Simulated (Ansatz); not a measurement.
AlN:
Space group Pm-3n (No. 223); a = 5.329 Å, b = 5.329 Å, c = 5.329 Å, α = 90.00°, β = 90.00°, γ = 90.00°

```csv
atom,site,symmetry,x,y,z
Al,6c,-4m.2,0.0000,0.5000,0.2500
N,6d,-4m.2,0.0000,0.2500,0.5000
```

Relaxed with r²SCAN. r²SCAN (plane waves, PAW; program Ansatz) gives a gap of 3.01 eV.

Question: What gap does HSE06 give on the same cell (Ansatz, PAW)?

Answer: 3.96 eV, 0.94 eV more. The hybrid was solved on a coarser mesh and at special points; its gap is the smallest among all of these.

```
k  v1 r²SCAN  c1 r²SCAN    v1 HSE06    c1 HSE06
-  ---------  ---------  ----------  ----------
Γ       0.00       3.01        0.00        3.96
R      -1.54       6.45  (withheld)  (withheld)
M      -0.04       5.43  (withheld)  (withheld)
X      -0.03       4.67  (withheld)  (withheld)
```

Question: Top valence (v1) and lowest conduction level (c1) in eV from each method's valence maximum (which need not be a listed point): supply the withheld HSE06 values.

Answer: 
- R, v1 HSE06: -1.51
- R, c1 HSE06: 7.57
- M, v1 HSE06: -0.05
- M, c1 HSE06: 6.27
- X, v1 HSE06: -0.04
- X, c1 HSE06: 5.65

Cost on shared cores: the r²SCAN run (SCF on a 5×5×5 mesh, then bands and DOS) around 80 core-seconds (rough), the HSE06 run (SCF on 3×3×3, then a few points) about 2.8 core-minutes (a rough figure); the tasks are unlike.

The start of the workflow was typed in or built on a structure type; neither database checked (COD, Materials Project) lists it. It is not the phase usual at ambient conditions (space group No. 186, 216). Symmetry was held in the r²SCAN relaxation; its stability against distortions is not shown here.

Potentials: the later of the program's two PAW sets.
